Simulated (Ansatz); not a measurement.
MgO (rock salt, Fm-3m), DFT-LDA in the program Ansatz with PAW potentials. The conduction-band minimum lies at Γ, with 1 equivalent valley. Second derivatives d²E/dk² of the lowest band at one valley (eV·Å²), along Cartesian directions:

| direction | d²E/dk² |
|---|---|
| [100] | 21.06 |
| [010] | 21.06 |
| [001] | 21.06 |
| [110] | 21.06 |
| [101] | 21.06 |
| [011] | 21.06 |

Problem. Find the principal effective masses, the density-of-states mass and the conductivity mass.

Solution. Off-diagonal terms follow from H_xy = H[110] − (H_xx + H_yy)/2, and m*/mₑ = 7.620 eV·Å² over each eigenvalue: 0.36, 0.36, 0.36. One valley's DOS mass (m₁m₂m₃)^(1/3) = 0.36, conductivity mass 3/(Σ 1/mᵢ) = 0.36 mₑ.

Problem. What effective density of states Nc follows at 300 K for parabolic valleys?

Solution. Nc = 2.509e19 × 1 × (0.36)^(3/2) ≈ 5.4e18 cm⁻³.

Problem. With the computed static dielectric constant 9.80 (mean of the diagonal), estimate a hydrogenic donor's binding energy and radius.

Solution. E = 13.606 eV × 0.36/9.80² ≈ 51 meV; a = 0.529 Å × ε/m* ≈ 14 Å. Semilocal masses tend to be too small when the gap is underestimated.

Problem. With ε∞ = 3.18 and ω_LO = 714 cm⁻¹, what Fröhlich coupling constant follows?

Solution. α = (1/ε∞ − 1/ε0) √(m* × 13.606 eV/ħω_LO) = 1.6.

The LDA relaxation kept the symmetry of its start.

Potentials: the earlier of the program's two PAW sets. The files were generated under PBE; for other functionals the program regenerates the frozen cores, and for LDA and PBEsol the local potential too.
